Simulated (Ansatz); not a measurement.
The elements of this relaxed trial crystal are hidden behind letters.

```
lattice vectors (Å)
  -2.7593    2.7593    2.7593
   2.7593   -2.7593    2.7593
   2.7593    2.7593   -2.7593
fractional positions
X 0.0000 0.0000 0.0000
Z 0.0000 0.5000 0.5000
Z 0.5000 0.0000 0.5000
Z 0.5000 0.5000 0.0000
```

All numbers below come from DFT PBE, scalar-relativistic, plane waves, PAW (Ansatz 0.2.0). The final run on the 4-atom cell used 420 eV, a Γ-centred 12×12×12 mesh, 0.10 eV smearing and no spin polarisation.

* Space group: Im-3m (No. 229)
* Conventional cell: a = 5.519 Å
* Volume per atom: 21.01 Å³
* Density: 5.97 g/cm³
* Formation energy: −0.11 eV/atom
* Gap on the 12×12×12 mesh of the 4-atom cell: 0 eV (a metal)

Energies are uncorrected and count from the elements' standard states at the same level.

Problem. X is a d-block element of period 4 and Z is a p-block element of period 4. Which elements are they?

Solution. X = Zn, Z = Se, so the formula is ZnSe3. Density times volume gives a mean mass of 5.97 × 21.01/1.6605 = 75.5 u per atom, and this set has 75.6 u. Zn has 6 Se at 2.76 Å; around Se lie 2 Zn at 2.76 Å and 4 Se at 2.76 Å. Other sets within the hints have nearly the same mass, so mass alone doesn't settle it; this one was computed.

The end has I4/mmm (No. 139) at a tolerance of 0.01 Å; the cell shown is made exact in the group found at 0.05 Å. A structure relaxed within its symmetry needn't be a true minimum.
